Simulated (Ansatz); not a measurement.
AlN:
```
CELL_PARAMETERS angstrom
      3.07831     0.00000     0.00000
     -1.53916     2.66589     0.00000
      0.00000     0.00000     9.96808
ATOMIC_POSITIONS crystal
  Al 0.00000 0.00000 0.00145
  Al 0.00000 0.00000 0.50145
  Al 0.66667 0.33333 0.75036
  Al 0.33333 0.66667 0.25036
  N  0.00000 0.00000 0.81192
  N  0.00000 0.00000 0.31192
  N  0.66667 0.33333 0.56190
  N  0.33333 0.66667 0.06190
```

Cartesian axes are those of the cell as given.

Problem. Give the proper piezoelectric stress tensor with relaxed ions from DFT-LDA in the program Ansatz with PAW potentials.

Solution. In C/m², rows x, y, z, Voigt columns; mesh uncertainty up to 0.00.
```
 0.00   0.00   0.00   0.00   0.36   0.00
 0.00   0.00   0.00   0.36   0.00   0.00
 0.50   0.50  -1.13   0.00   0.00   0.00
```

The elastic tensor of the same run (GPa):

```tsv
	1	2	3	4	5	6
1	393	149	96.7	0.0	0.0	0.0
2	149	393	96.7	0.0	0.0	0.0
3	96.7	96.7	421	0.0	0.0	0.0
4	0.0	0.0	0.0	110	0.0	0.0
5	0.0	0.0	0.0	0.0	110	0.0
6	0.0	0.0	0.0	0.0	0.0	122
```

Problem. Convert to strain constants d = e·S.

Solution. In pC/N:
```
 0.0   0.0   0.0   0.0   3.2   0.0
 0.0   0.0   0.0   3.2   0.0   0.0
 1.5   1.5  -3.4   0.0   0.0   0.0
```

Space group P6_3mc. A made-up cell: these elements were put on the sites of a structure type. Its sites differ from those of the usual phase in this space group: another stacking or structure type. The LDA relaxation kept the symmetry of its start; phonons on a q-mesh show no instability.

Potentials: the later of the program's two PAW sets.
